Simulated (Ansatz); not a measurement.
## Is this Cd2O structure a true minimum?

The cell was found from a structure generator's guess, not taken from experiment.

Method: DFT PBE, scalar-relativistic, plane waves, PAW (Ansatz 0.2.0). Cutoff 420 eV; k points 12×12×8 on the computed 3-atom cell (Γ-centred); Gaussian smearing, width 0.10 eV; no spin polarisation.

The cell below (3 atoms, space group P-3m1 (No. 164) when read loosely, C2/m at 0.01 Å) is relaxed within its symmetry.

```yaml
crystal:
  lattice:
    - [2.91404, -1.67695, 0.02804]
    - [2.91404, 1.67695, 0.02804]
    - [-0.06202, 0.00000, 5.15290]
  atoms:
    - { symbol: Cd, position: [0.83280, 0.83280, 0.72421] }
    - { symbol: Cd, position: [0.16720, 0.16720, 0.27579] }
    - { symbol: O, position: [0.50000, 0.50000, 0.00000] }
```

For the test a repeat of it with 6 atoms (edges 3.36, 5.15, 5.81 Å) was strained at random (σ = 1.5 % a component), the atoms were moved at random (σ = 0.05 Å), and all was relaxed again on a coarse 6×4×4 mesh (in the run’s order of axes) with 0.20 eV smearing, with no symmetry imposed.

The end has C2/m (No. 12) at a tolerance of 0.01 Å; the cell shown is made exact in the group found at 0.05 Å.

Problem. What happens?

Solution. It returns, within 1 meV/atom of the unmoved cell on that mesh and with the same symmetry when read at 0.1 Å (P-1 at 0.01 Å, so small strains and shifts remain). No instability shows in this cell; modes of other wave vectors, which need another repeat, aren't tested.
